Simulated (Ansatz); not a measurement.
CdS (rock salt, space group No. 225), DFT-r²SCAN in the program Ansatz with PAW potentials, all energies at zero smearing, with the estimated change up to a 700 eV cutoff added, with one set of potentials and settings (totals compare only within such a set). Cell of 2 atoms (1 Cd, 1 S): -9175.458 eV.

```tsv
element	reference phase	E (eV/atom)
Cd	P6_3/mmc, 2 atoms in the cell	-8268.1834
S	P2/c, 32 atoms in the cell	-905.8156
```

Formation energy per atom, worked out: (-9175.458 − 1×(-8268.1834) − 1×(-905.8156))/2 = -0.730 eV/atom (-70 kJ per mol of atoms), at 0 K, without zero-point energy or fitted corrections.

Space group Fm-3m (rock salt). This is a known high-pressure phase of the composition, computed here at zero pressure and temperature. The r²SCAN relaxation kept the symmetry of its start; phonons on a q-mesh show no instability. The references are the lowest solids computed at this level, not always the standard phases.

Potentials: the later of the program's two PAW sets.
